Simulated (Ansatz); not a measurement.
Given:

ZnSe$_{2}$:
```
CELL_PARAMETERS angstrom
      6.30697     0.00000     0.00000
      0.00000     6.30697     0.00000
      0.00000     0.00000     6.30697
ATOMIC_POSITIONS crystal
  Zn 0.50000 0.50000 0.00000
  Zn 0.00000 0.50000 0.50000
  Zn 0.00000 0.00000 0.00000
  Zn 0.50000 0.00000 0.50000
  Se 0.10831 0.89169 0.39169
  Se 0.89169 0.10831 0.60831
  Se 0.39169 0.10831 0.89169
  Se 0.60831 0.89169 0.10831
  Se 0.60831 0.60831 0.60831
  Se 0.39169 0.39169 0.39169
  Se 0.89169 0.39169 0.10831
  Se 0.10831 0.60831 0.89169
```

This is the r²SCAN-relaxed structure.

**Question.** All from the program Ansatz at the r²SCAN level (PAW), unless another level is named. Give the band gap.

**Answer.** 1.14 eV (indirect).

**Question.** Predict the smallest direct gap on the standard path.

**Answer.** 1.34 eV.

**Question.** Next, the formation energy from the elements (no fitted shifts)?

**Answer.** -0.43 eV/atom.

**Question.** Give the conduction-band minimum.

**Answer.** on the Γ–R line, 41 % of the way from Γ (8 equivalent valleys).

**Question.** Predict the valence-band maximum.

**Answer.** at Γ.

Space group Pa-3. The first step of the workflow began from a Materials Project structure, measured or hypothetical; the Crystallography Open Database copy checked does not list it. Its standing as an ambient phase is unchecked. The r²SCAN relaxation kept the symmetry of its start; whether a distortion lowers the energy is not shown. The references are the lowest solids computed at this level, not always the standard phases. Spin–orbit coupling is left out wherever it is not named.

Potentials: the later of the program's two PAW sets.
